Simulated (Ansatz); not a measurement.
This run works on a generated trial structure, not on a known crystal.

Input and command of a plane-wave DFT calculation in Ansatz:

```yaml
crystal:
  lattice:
    - [0.0, 2.4353589, 7.16995848]
    - [1.68373878, 0.0, 7.16995848]
    - [1.68373878, 2.4353589, 0.0]
  atoms:
    - { symbol: Ta, position: [0.32894486, 0.32894486, 0.67105514] }
    - { symbol: Bi, position: [0.66761422, 0.66761422, 0.33238578] }
    - { symbol: O, position: [0.00343794, 0.00343794, 0.99656206] }
basis:
  ecutwfc: 420
kpoints:
  mp_grid: { grid: [5, 5, 5] }
hamiltonian:
  xc: pbe
scf:
  occupations: { method: gaussian, width: 0.15 }
  lower_state_search: "off"
output:
  forces: true
  stress: true
  eigenvalues: true
relax:
  adjacent_minimum: "off"
  f_tol: 0.08
  max_steps: 16
  cell: { stress_tol: 0.8 }
```

```bash
ansatz run input.yaml --threads 1 --pin off --max-ram 2560MiB --backend cpu --events-out ev --progress --plain --runs-dir out
```

Processor: Arm Neoverse V2, 1 thread, on a host shared with other jobs.

Problem. Estimate time, memory and problem size.

Solution. About 78 s, peak memory 0.38 GiB. It solves 21 bands at 27 k points (after reduction by symmetry) with about 1365 plane waves (on the last cell), in 116 SCF iterations over 17 ionic steps, the closing evaluation included.
